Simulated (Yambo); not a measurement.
AgI (zinc blende, space group F-43m, No. 216), G0W0@PBEsol in Yambo (4×4×4 mesh, plasmon pole; 8 Ry block, no terminator). The number N of bands in W and G is varied.

| N | x = 1/N | gap Γ → Γ (eV) | shift of the valence edge (eV) |
|---|---|---|---|
| 46 | 0.02174 | 2.360 | -0.360 |
| 71 | 0.01408 | 2.285 | -0.519 |
| 98 | 0.01020 | 2.286 | -0.628 |
| 129 | 0.00775 | ? | ? |

### Question
Basis-set arguments suggest E = E∞ + A x. Fix A and E∞ from the two rows above the withheld one, predict the row at 129 bands, and test the form.

### Answer
Gap: A = (2.286 − (2.285))/(0.01020 − 0.01408) = -0.26, E∞ = 2.289 eV, so 2.287 eV is predicted; the run gave 2.309 eV (miss 22 meV). The first two rows have slope 9.79, so the form doesn't hold yet over the whole range. Shift: A = (-0.628 − (-0.519))/(0.01020 − 0.01408) = 28.1, E∞ = -0.915 eV, so -0.697 eV is predicted; the run gave -0.718 eV (miss 21 meV). The first two rows have slope 20.8, so the form doesn't hold yet over the whole range. The other settings are held fixed.

Spin-orbit coupling is not included.

Geometry relaxed with PBEsol; primitive cell a = 4.5578 Å, b = 4.5578 Å, c = 4.5578 Å, α = 60.00°, β = 60.00°, γ = 60.00°.

A shift is the quasiparticle energy of the state minus its PBEsol energy.
